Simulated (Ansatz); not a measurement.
The relaxed structure here is a generated cell of Ta: the first start was made by placing the elements on the sites of a structure type, and the end was not matched to a known phase here, so it may be hypothetical. Known forms of Ta include space group No. 229.

A relaxed cell of Ta (P6/mmm (No. 191)), relaxed on a k-mesh at least as fine as the one used below. Method: PBEsol (plane waves to 420 eV, PAW, scalar-relativistic; Ansatz, a first-principles code). Γ-centred k-mesh 13×7×12 on the run's cell (coarser than for final values), Fermi–Dirac smearing 0.05 eV.

```
CELL_PARAMETERS angstrom
      2.85309     0.00000     0.00000
     -2.85309     4.94170     0.00000
      0.00000     0.00000     2.70416
ATOMIC_POSITIONS crystal
  Ta 0.00000 0.00000 0.00000
  Ta 0.00000 0.50000 0.00000
```

The atoms are displaced by (Å):

```
atom     ux      uy      uz
----  -----  ------  ------
Ta1   0.033  -0.049   0.171
Ta2   0.016  -0.066  -0.122
```

Question: What forces (eV/Å) and pressure result?

Answer: 
| atom | Fx | Fy | Fz |
|---|---|---|---|
| Ta1 | -0.06 | -0.15 | 0.78 |
| Ta2 | 0.06 | 0.15 | -0.78 |

Pressure -1.0 GPa.

Question: Estimate the energy cost of the displacement in the harmonic approximation and compare with the calculation.

Answer: For a harmonic well ΔE = −½ Σ F·u = -0.113 eV a cell, or -56 meV/atom. The calculated energy relative to the undisplaced cell is -0.06 eV/atom, so the harmonic estimate holds well.

The undisplaced cell is probably no minimum: from this displacement the run went on to Im-3m (No. 229), 0.72 eV/atom below it.

No spin polarisation in the result.
